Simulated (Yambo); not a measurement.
Convergence of the G0W0 gap of MgS

G0W0@PBEsol for MgS (rock salt, space group Fm-3m, No. 225) in Yambo. Reference settings: 6×6×6 Γ-centred k mesh, bands 5 to 80 and a 10 Ry block in the screening, 80 bands in G with the Bruneval-Gonze terminator, plasmon pole fitted at 27.2 eV. The PBEsol gap Γ → X on this mesh is 2.73 eV; G0W0 gaps are taken between the same points.

| change from the reference | G0W0 gap Γ → X (eV) | shift of the valence edge (eV) | rough Yambo cost |
|---|---|---|---|
| reference settings | 4.54 | -1.15 | 1 |
| 27 bands in W, 27 bands in G | 4.48 | -0.85 | about 1/3 |
| 49 bands in W, 49 bands in G | 4.51 | -1.04 | within a factor of two |
| 49 bands in G | 4.55 | -1.14 | – |
| 36 bands in W | 4.49 | -0.97 | within a factor of two |
| 4 Ry block | 4.34 | -0.91 | within a factor of two |
| 8 Ry block | 4.50 | -1.09 | within a factor of two |
| 27 bands in G, no terminator | 4.35 | -0.63 | – |
| 49 bands in G, no terminator | 4.44 | -0.92 | – |
| no terminator | 4.50 | -1.05 | – |

The reference isn't shown to be the converged limit. Costs are rough (shared machines), scaled to the same edge states, and given only for runs that recompute the screening.

Geometry relaxed with PBEsol; primitive cell a = b = c = 3.6650 Å, α = β = γ = 60.00°.

A shift is the quasiparticle energy of the state minus its PBEsol energy.
